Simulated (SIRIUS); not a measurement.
Input and output of a self-consistent single point for Au (P1, 4 atoms in the cell; from Materials Project mp-81, changed as shown) (SIRIUS).

All values come from this method and carry its errors: LDA (PW92), GBRV LDA ultrasoft pseudopotentials (plane waves; SIRIUS).

The change in words: atoms moved at random. Reference geometry (Fm-3m):
```
CELL_PARAMETERS angstrom
      4.10246     0.00000     0.00000
      0.00000     4.10246     0.00000
      0.00000     0.00000     4.10246
ATOMIC_POSITIONS crystal
  Au 0.00000 0.00000 0.00000
  Au 0.00000 0.50000 0.50000
  Au 0.50000 0.00000 0.50000
  Au 0.50000 0.50000 0.00000
```

Reference input (self-consistent single point, DFT, LDA (PW92), plane waves, GBRV LDA ultrasoft pseudopotentials): parameters.ngridk = 8 8 8; parameters.xc_functionals = [XC_LDA_X, XC_LDA_C_PW]; parameters.gk_cutoff = 6.325 1/bohr; parameters.pw_cutoff = 14.143 1/bohr; parameters.smearing = fermi_dirac; parameters.smearing_width = 0.00499791 Ha; potentials = GBRV LDA ultrasoft pseudopotentials; parameters.electronic_structure_method = pseudopotential; parameters.num_bands = 26; parameters.num_mag_dims = 0; parameters.num_dft_iter = 100; parameters.energy_tol = 1e-07 Ha. This run's input differs from it in these lines:

```diff
@@ -43,6 +43,6 @@
       "Au": [
-        [0.0, 0.0, 0.0],
-        [0.0, 2.051232, 2.051232],
-        [2.051232, 0.0, 2.051232],
-        [2.051232, 2.051232, 0.0]
+        [0.0076018658, -0.0403272211, -0.0051937194],
+        [-0.0213861448, 2.0864557559, 2.0687741361],
+        [1.9994958265, -0.0304074632, 2.0661444566],
+        [2.1167524525, 2.0867388259, -0.0272608733]
       ]
```

Log, with long lists cut:

```
[find] density tolerance         : 1e-06
[find] total energy tolerance    : 1e-07
[find] iter_solver_tol (initial) : 0.01
[find] iter_solver_tol (target)  : 1e-13
[find] num_dft_iter              : 100
Charges and magnetic moments
--------------------------------------------------------------------------------
total charge          : 44.000000
[find] | SCF iteration   0 out of 100|
[diagonalize] iterative solver tolerance (occupied, empty): 0.01 0.01
[diagonalize] average number of iterations: 1.58846
[find] Charges and magnetic moments
[find] total charge          : 44.000000
[find] Energy
   [... lines left out ...]

[find] Charges and magnetic moments
[find] total charge          : 44.000000
[find] Energy
[find] smearing (-TS)                 :      -0.00268298
[find] Total energy                   :    -229.86867345 (Ha),    -459.73734691 (Ry)
[find] Free energy (E-TS)             :    -229.87135643 (Ha),    -459.74271287 (Ry)
[find] band gap (eV)                  :       0.00000000
[find] Efermi                         :       0.54941822
[find] iteration : 25, RMS (target) : 3.0146e-07 (1.0000e-06) , energy difference (target) : -1.4191e-10 (1.0000e-07)
[find] bands are converged : true
[find] iterative solver converged : false
[find] converged after 26 SCF iterations!
[find] Charges and magnetic moments
[find] total charge          : 44.000000
[find] Energy
[find] smearing (-TS)                 :      -0.00268298
[find] Total energy                   :    -229.86867345 (Ha),    -459.73734691 (Ry)
[find] Free energy (E-TS)             :    -229.87135643 (Ha),    -459.74271287 (Ry)
[find] band gap (eV)                  :       0.00000000
[find] Efermi                         :       0.54941822
[ground_state] === stress tensor components [kbar] ===
[ground_state] === stress_total ===
[ground_state]    63.312481   -3.194963    2.208633
[ground_state]    -3.194963   65.089868    0.452850
[ground_state]     2.208633    0.452850   62.577245
[ground_state] ==== total Forces in Ha/bohr =====
[ground_state] atom:    0, force:       0.0008103      0.0101023      0.0035388
[ground_state] atom:    1, force:       0.0031147     -0.0095620     -0.0047113
[ground_state] atom:    2, force:       0.0031229      0.0091003     -0.0043206
[ground_state] atom:    3, force:      -0.0070478     -0.0096405      0.0054929
```

The run converged in 26 iterations. SIRIUS prints the stress tensor with tension positive. Against the reference run the free energy goes up by 15.0 meV/atom, the pressure goes from -7.21 to -6.37 GPa and the largest force goes from 0.000 to 0.676 eV/Å.

The structure comes from a collection of computed structures, made at another level of theory; the collection holds predicted forms beside known ones. Its lattice was then scaled.

Cost on one core: roughly 4 core-minutes.

The gap that the log prints is read on the run's mesh, which can miss the band edges or a crossing.
